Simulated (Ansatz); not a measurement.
An Ansatz input:

```yaml
crystal:
  lattice:
    - [2.4549760581, 0.0, 0.0]
    - [-1.227488029, 2.126071632, 0.0]
    - [0.0, 0.0, 3.9891248016]
  atoms:
    - { symbol: Mn, position: [0.3333333333, 0.6666666667, 0.25], spin: 3.0 }
    - { symbol: Mn, position: [0.6666666667, 0.3333333333, 0.75], spin: -3.0 }
hamiltonian:
  xc: mr2scan
  pseudopotentials:
    kind: paw
    azcp:
      Mn: "pseudopotentials/Mn.paw.azcp"
basis:
  ecutwfc: 500
  fft_grid_basis: typed
kpoints:
  mp_grid: { grid: [24, 24, 13], shift: [0, 0, 0] }
magnetization:
  spin_polarized: true
scf:
  occupations: { method: fermi_dirac, width: 0.05 }
output:
  write_density: true
  write_potential: true
  elf: true
  volumetric_format: npy
```

Output

```
Engine: ansatz 0.2.0, aarch64-unknown-linux-gnu
Pseudopotentials: kind: paw
Pseudopotential: Mn, paw, valence charge 15, recommended cutoff 500 eV (meta_gga) 
Functional definition: m-r2SCAN
  exchange = m_r2scan_x
  correlation = m_r2scan_c
Crystal: 2 atoms, lattice volume = 20.821 Å³
Basis set: ecut = 500 eV, 549 PW (Γ), exchange–correlation on 72×72×120 points (64 copies of the dense FFT grid, shifted against one another)
Bands: 22, of which v1, the nominal top of the filled ones, is band 15 counted from 1 (14 counted from 0)
Symmetry: 12 space group operations
Space group: P-6m2 (ITA 187), of the structure as read, at distance tolerance 2.8e-5 Å
Magnetic group: BNS 194.267 (UNI 1497), of the structure as read, at distance tolerance 2.8e-5 Å
k-points: 427 of 7488 (time reversal used)
Non-local potential: Mn, projectors of the file, l = 0: 3, l = 1: 2, l = 2: 3, l = 3: 1
PAW form: soft (Blöchl's): semilocal exchange-correlation on the pseudo side does not see the compensation charge
PAW frozen core: Mn, regenerated for the run's functional (the file was generated under x = pbe(κ = 0.804, μ = 0.2195149727645171), c = pbe(β = 0.06672455060314922))
PAW one-centre angular grid: Mn, 590 points (default); XC on 160 Gauss nodes
Initial density: superposition of atomic densities (chi_scale 0.1, normalization cell)
Starting moments: Σ|m| = 6 μB on 2 of 2 sites
Starting magnetic order: antiferromagnet; an inversion exchanges its spin sublattices: spin-degenerate at every k-point
Initial wavefunctions: pseudopotential atomic-orbital guess
Functional: x = mr2scan, c = mr2scan; τ floored in thin density (d = 2e-4 eV/Å³)
SCF iter   1: F=—  HF=-7805.613025 eV  |F-HF|=—  |Δ(HF+E_count)|=         —  Δρ=1.24e-1 (↑1.24e-1 ↓1.24e-1)  dr2=4.14e0  dr2_τ=3.86e-2  dr2_m=1.61e0  M=-0.000 μB ∫|m|=4.194 μB  β_m=0.30  ethr=3.10e-3  ⟨swp⟩=3.9  Hψ=69327  notcnv=0  defer=11
Mixer restart at iter 1: flushing history
SCF iter   2: F=—  HF=-7804.221940 eV  |F-HF|=—  |Δ(HF+E_count)|=    1.39e0  Δρ=6.62e-2 (↑6.62e-2 ↓6.62e-2)  dr2=6.18e-1  dr2_τ=2.93e-2  dr2_m=6.59e-1  M=-0.000 μB ∫|m|=4.255 μB  β_m=0.30  ethr=3.10e-3  ⟨swp⟩=3.9  Hψ=42972  notcnv=0  defer=1466  κ⁻¹=1.0e0(r=1)
SCF iter   3: F=—  HF=-7805.224323 eV  |F-HF|=—  |Δ(HF+E_count)|=    1.00e0  Δρ=4.25e-2 (↑4.25e-2 ↓4.25e-2)  dr2=1.83e-2  dr2_τ=7.71e-3  dr2_m=3.32e-1  M=-0.000 μB ∫|m|=3.989 μB  β_m=0.30  ethr=2.06e-3  ⟨swp⟩=2.4  Hψ=27661  notcnv=0  defer=1396  κ⁻¹=2.9e-2(r=2)
SCF iter   4: F=—  HF=-7807.099358 eV  |F-HF|=—  |Δ(HF+E_count)|=         —  Δρ=1.58e-1 (↑1.58e-1 ↓1.58e-1)  dr2=5.37e-2  dr2_τ=7.02e-2  dr2_m=4.75e0  M=-0.000 μB ∫|m|=1.733 μB  β_m=0.30  ethr=6.12e-5  ⟨swp⟩=2.2  Hψ=31918  notcnv=0  defer=1332
Mixer restart at iter 4: flushing history
SCF iter   5: F=—  HF=-7806.908077 eV  |F-HF|=—  |Δ(HF+E_count)|=   1.91e-1  Δρ=1.14e-1 (↑1.14e-1 ↓1.14e-1)  dr2=7.57e-3  dr2_τ=4.11e-2  dr2_m=2.49e0  M=0.000 μB ∫|m|=1.668 μB  β_m=0.30  ethr=6.12e-5  ⟨swp⟩=2.9  Hψ=39025  notcnv=0  defer=1286  κ⁻¹=1.0e0(r=1)
...
SCF 1 converged in 21 iterations: F = -7806.935555 eV  dr2 = 1.81e-11
WARN: the starting moments were not kept: the SCF closed with an absolute magnetisation of 4.3e-6 μB, where they sum to 6 μB in size (2 sites). That is at most 0.1 of that sum. Measured as dr2_m measures the in/out step, that magnetisation stands 1.3e-11 eV from none, at or under the dr2_threshold of 1.0e-7 eV: it is no larger than a step whose dr2_m would equal this threshold. The system may hold no moment; this SCF shows only that its start led to no more than that. To try another start: raise the starting moments (crystal.atoms[].spin, magnetization.per_species, magnetization.initial_magnetization, or on a non-collinear deck that types none of these the spinor_matrix: blocks that start its atoms; where the total moment is fixed, keep their sum and leave initial_magnetization as it is; typed ones take the place of any that the run laid by itself, positive ones on a crystal's lanthanoids without a Hubbard term where scf.initial_density.shell_occupations: [] is typed) or, if the notice of its spin-set hold's release reads "site moments contracting" or "site moments show no strong build", lengthen the hold (scf.mixing.spin_hold: { on: { confirm: 4 } }; for m-r²SCAN on two components see the key's manual first). Each may lead to a state that holds a moment. A second SCF, from the converged charge density, with the starting moments and any scf.initial_density.shell_occupations laid on it anew, would have followed, and was not run: the deck does not ask for one (magnetization.retry_lost_moments is false, the default). To let it run, set magnetization.retry_lost_moments: true and run the deck again, where that key's refused combinations let it; where memory then withholds it, that run's warning says so.
SCF converged after 21 iterations
Magnetization: -0.0000 μB (15.0000 up, 15.0000 down)
Absolute magnetization: 0.0000 μB (∫|ρ↑−ρ↓|, with the PAW one-centre terms)
Spin contamination: 0.0000 ħ² per cell (⟨S²⟩ above its minimum at these occupations)
Per-site moments (μB) at R_I (Å): [(2.097411226431706e-6, 1.0093402408659378), (-2.097926073971484e-6, 1.0093402408659378)]
Free energy (F): -7806.935555 eV
Harris-Foulkes:  -7806.935555 eV  (|F-HF|=1.18e-11)
Internal energy: -7806.915025 eV  (E = F + TS)
E sigma→0 (E₀):  -7806.925290 eV
Entropy (-TS):   -0.020530 eV (-10.265 meV/atom)
Fermi energy:    20.824868 eV
--- Per-component energies (eV) ---
  E_band       = -332.463015
  E_kinetic    = 619.156923
  E_local      = -3054.044887  (includes V_loc(G=0)·N_el)
  E_nonlocal   = 473.733330
  E_hartree    = 1275.673174
  E_xc         = -224.528819
  E_vxc        = -331.282040  (∫ρ·V_xc dr)
  E_paw        = -2610.886433  (= ΣΔE_a)
  E_vpaw       = -614.268486  (= ΣTr[D̂ρ^β])
  E_aug_tail   = -0.000008  (compensation charges beyond the density's cutoff)
  E_vtau       = 22.895855  (kinetic-family band-sum trace: ∫τ·v_τ [+ j·A + Jᵃ·Aᵃ] dr)
  E_ewald      = -4285.452219
  E_core_change = -0.566086  (= ΣΔE_core)
  E_smearing   = -0.020530  (= −TS)
  E_closure    = 0.000000  (closes the sum)
  Σ components = -7806.935555   (vs F -7806.935555, Δ=0.00e0)
--- Band table (eV; the first three rows and the last of 854) ---
  k-point 0 ↑: bands = ["-61.4498", "-61.2629", "-29.2717", "-28.4991", "-28.4991", "-28.3825", "-28.3825", "-28.3804", "11.9346", "15.9771", "19.7330", "19.8151", "19.8151", "20.3201", "20.3201", "20.9348", "20.9348", "21.3534", "22.6071", "22.6071", "30.7738", "42.5441"]
  k-point 1 ↑: bands = ["-61.4472", "-61.2656", "-29.2592", "-28.4974", "-28.4974", "-28.3938", "-28.3842", "-28.3842", "12.0030", "15.9681", "19.7058", "19.7915", "19.7915", "20.2940", "20.2940", "20.9920", "20.9920", "21.1661", "22.6048", "22.6048", "31.0696", "42.4677"]
  k-point 2 ↑: bands = ["-61.4392", "-61.2737", "-29.2222", "-28.4925", "-28.4925", "-28.4331", "-28.3892", "-28.3892", "12.2057", "15.9295", "19.6273", "19.7384", "19.7384", "20.2214", "20.2214", "20.6883", "21.1441", "21.1441", "22.5931", "22.5931", "31.8820", "42.2553"]
  k-point 426 ↓: bands = ["-61.2224", "-61.2224", "-29.0791", "-29.0791", "-28.9143", "-28.8815", "-28.5365", "-28.5365", "17.7451", "17.8219", "17.8219", "17.8540", "19.0396", "19.0396", "20.7843", "20.9637", "22.6423", "22.6423", "29.0852", "29.0852", "30.4661", "31.1803"]
```
